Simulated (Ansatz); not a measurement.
Nb5SiSn2:
```
CELL_PARAMETERS angstrom
     -5.31340     5.31340     2.56356
      5.31340    -5.31340     2.56356
      5.31340     5.31340    -2.56356
ATOMIC_POSITIONS crystal
  Nb 0.06998 0.21044 0.28042
  Nb 0.93002 0.78956 0.71958
  Nb 0.21044 0.93002 0.14045
  Nb 0.78956 0.06998 0.85955
  Nb 0.43002 0.71044 0.14045
  Nb 0.56998 0.28956 0.85955
  Nb 0.28956 0.43002 0.71958
  Nb 0.71044 0.56998 0.28042
  Nb 0.25000 0.75000 0.50000
  Nb 0.75000 0.25000 0.50000
  Si 0.25000 0.25000 0.00000
  Si 0.75000 0.75000 0.00000
  Sn 0.33133 0.16867 0.50000
  Sn 0.66867 0.83133 0.50000
  Sn 0.16867 0.66867 0.83734
  Sn 0.83133 0.33133 0.16266
```

Relaxed with r²SCAN. Special points in fractions of this cell's reciprocal vectors: Γ (0.000, 0.000, 0.000); X (0.000, 0.000, 0.500); M (-0.500, 0.500, 0.500); Z (0.308, 0.308, -0.308); Z0 (-0.308, 0.692, 0.308); P (0.250, 0.250, 0.250); N (0.000, 0.500, 0.000).

Question: List the band energies nearest the Fermi level at these points for plane-wave PAW r²SCAN (Ansatz code).

Answer: In eV from the Fermi level; about four levels below and three above (degenerate sets whole), none deeper than 8.9 eV; points with the same levels are listed once.

```csv
k,below,above
Γ,-1.01 -1.01 -0.85 -0.16 -0.16,0.55 0.55 0.87 0.88
X,-0.77 -0.71 -0.71 -0.55,0.12 0.17 0.29
M,-0.06 -0.03 -0.02 -0.02,0.69 0.98 0.98
Z,-0.81 -0.81 -0.74 -0.28,0.08 0.63 0.63
P,-0.36 -0.36 -0.20 -0.20,0.11 0.11 0.21 0.21
N,-1.53 -1.53 -0.73 -0.73,0.02 0.02 0.09 0.09
```

Space group I4/mcm. The workflow started from a Materials Project entry (that database holds measured and hypothetical structures alike); the Crystallography Open Database files this formula in space group No. 140, but the cells were not matched. Whether it is the stable phase at ambient conditions was not checked. Symmetry was held in the r²SCAN relaxation; its stability against distortions is not shown here. No spin polarisation was allowed. Spin–orbit coupling is left out wherever it is not named.

Potentials: the later of the program's two PAW sets.
